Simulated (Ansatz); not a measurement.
Input file for Ansatz (a program for electronic structure):

Ansatz 0.2 input:
```yaml
crystal:
  lattice:
    - [0.0, 5.045776096, 5.045776096]
    - [5.045776096, 0.0, 5.045776096]
    - [5.045776096, 5.045776096, 0.0]
  atoms:
    - { symbol: Rb, position: [0.75, 0.75, 0.75] }
    - { symbol: Rb, position: [0.25, 0.25, 0.25] }
    - { symbol: Li, position: [0.5, 0.5, 0.5] }
    - { symbol: In, position: [0.0, 0.0, 0.0] }
    - { symbol: Cl, position: [0.7512647371, 0.2487352629, 0.2487352629] }
    - { symbol: Cl, position: [0.2487352629, 0.7512647371, 0.7512647371] }
    - { symbol: Cl, position: [0.2487352629, 0.7512647371, 0.2487352629] }
    - { symbol: Cl, position: [0.7512647371, 0.2487352629, 0.7512647371] }
    - { symbol: Cl, position: [0.2487352629, 0.2487352629, 0.7512647371] }
    - { symbol: Cl, position: [0.7512647371, 0.7512647371, 0.2487352629] }
kpoints:
  mp_grid: { grid: [5, 5, 5] }
basis: { xc_grid: 2, fft_grid_basis: typed }
hamiltonian:
  xc: pbesol
  pseudopotentials: { kind: paw }
scf:
  occupations: { method: fixed }
checkpoint: { read: static.run }
output: { write_density: true, elf: true, volumetric_format: npy }
```

Output (shortened):

```
Pseudopotential: Rb, paw, valence charge 9
Pseudopotential: Li, paw, valence charge 3
Pseudopotential: In, paw, valence charge 13
Pseudopotential: Cl, paw, valence charge 7
Functional definition: PBEsol
Crystal: 10 atoms, lattice volume = 256.929 Å³
Basis set: ecut = 420 eV, 5029 PW (Γ), exchange–correlation on 96×96×96 points (8 copies of the dense FFT grid, shifted against one another)
Bands: 48, of which v1, the nominal top of the filled ones, is band 38 counted from 1 (37 counted from 0)
Symmetry: 48 space group operations
Space group: Fm-3m (ITA 225), of the structure as read, at distance tolerance 6.4e-5 Å
k-points: 10 of 125
Stability of the state it starts from, as read at its close in the unpolarized treatment …
iter 1 solved again at ethr=9.20e-9 eV; its pass at ethr=3.10e-3 eV (dr2=6.99e-6 eV) is discarded
SCF iter   1: F=—  HF=-18543.583766 eV  |F-HF|=—  |Δ(HF+E_count)|=         —  Δρ=1.73e-7  dr2=7.33e-11  ethr=9.20e-9  ⟨swp⟩=4.0  Hψ=3349  notcnv=0  defer=80
preconditioner: auto → Resta (q_TF=auto, 2.227 Å⁻¹)
SCF iter   2: F=-18543.583766 eV  HF=-18543.583766 eV  |F-HF|=3.64e-12  |Δ(HF+E_count)|=   4.21e-9  Δρ=9.61e-8  dr2=2.27e-11  ethr=1.00e-12  ⟨swp⟩=19.9  Hψ=3253  notcnv=0
SCF 1 converged in 2 iterations: F = -18543.583766 eV  dr2 = 2.27e-11
SCF converged after 2 iterations
Free energy (F): -18543.583766 eV
Harris-Foulkes:  -18543.583766 eV  (|F-HF|=3.64e-12)
Internal energy: -18543.583766 eV  (E = F + TS)
E sigma→0 (E₀):  -18543.583766 eV
Fermi energy:    2.580776 eV
--- Per-component energies (eV) ---
  E_band       = -425.017700
  E_kinetic    = 1618.344721
  E_local      = -4171.736572  (includes V_loc(G=0)·N_el)
  E_nonlocal   = 861.137640
  E_hartree    = 1381.720057
  E_xc         = -1117.979923
  E_vxc        = -1114.178963  (∫ρ·V_xc dr)
  E_paw        = -13097.942856  (= ΣΔE_a)
  E_vpaw       = -382.025236  (= ΣTr[D̂ρ^β])
  E_aug_tail   = 0.000597  (compensation charges beyond the density's cutoff)
  E_ewald      = -4018.081267
  E_core_change = 0.953837  (= ΣΔE_core)
  E_smearing   =  0.000000  (= −TS)
  E_closure    =  0.000000  (closes the sum)
  Σ components = -18543.583766   (vs F -18543.583766, Δ=0.00e0)
  [band-id]    e_kinetic+e_local+e_nonlocal+2·e_hartree+e_vxc+e_vpaw+e_augmentation_tail = -425.017698   (vs E_band -425.017700, Δ=1.96e-6)
--- Band table (eV; the first three rows and the last of 10) ---
  k-point 0: bands = ["-40.8303", "-21.5830", "-21.5775", "-11.1866", "-11.1866", "-11.0871", "-10.4465", "-10.4465", "-10.4465", "-10.2365", "-10.2365", "-10.2365", "-9.2695", "-9.2695", "-5.7635", "-5.7635", "-5.7635", "-5.7038", "-5.7038", "-5.7038", …
  k-point 1: bands = ["-40.8303", "-21.5824", "-21.5780", "-11.1999", "-11.1999", "-11.0477", "-10.5090", "-10.4134", "-10.4134", "-10.2363", "-10.2363", "-10.2362", "-9.2994", "-9.2994", "-5.7503", "-5.7503", "-5.7310", "-5.7008", "-5.7008", "-5.6848", …
  k-point 2: bands = ["-40.8303", "-21.5810", "-21.5792", "-11.2200", "-11.2200", "-10.9553", "-10.6377", "-10.3585", "-10.3585", "-10.2362", "-10.2362", "-10.2359", "-9.3504", "-9.3504", "-5.7225", "-5.7225", "-5.7028", "-5.7028", "-5.6745", "-5.6582", …
  k-point 9: bands = ["-40.8303", "-21.5805", "-21.5796", "-11.2666", "-11.2093", "-10.8912", "-10.5199", "-10.4668", "-10.4027", "-10.2360", "-10.2360", "-10.2359", "-9.4155", "-9.3191", "-5.7026", "-5.6913", "-5.6887", "-5.6788", "-5.6738", "-5.6668", …
```

Cost: very roughly 6 core-seconds on shared cores.

The first step of the workflow began from a Materials Project structure, measured or hypothetical; the Crystallography Open Database copy checked does not list it. Whether it is the stable phase at ambient conditions was not checked. The PBEsol relaxation kept the symmetry of its start; its stability against distortions is not shown here. Scalar-relativistic: spin–orbit coupling is off unless named, which matters more the heavier the elements.

Potentials: the later of the program's two PAW sets.

Ansatz is a plane-wave DFT program.
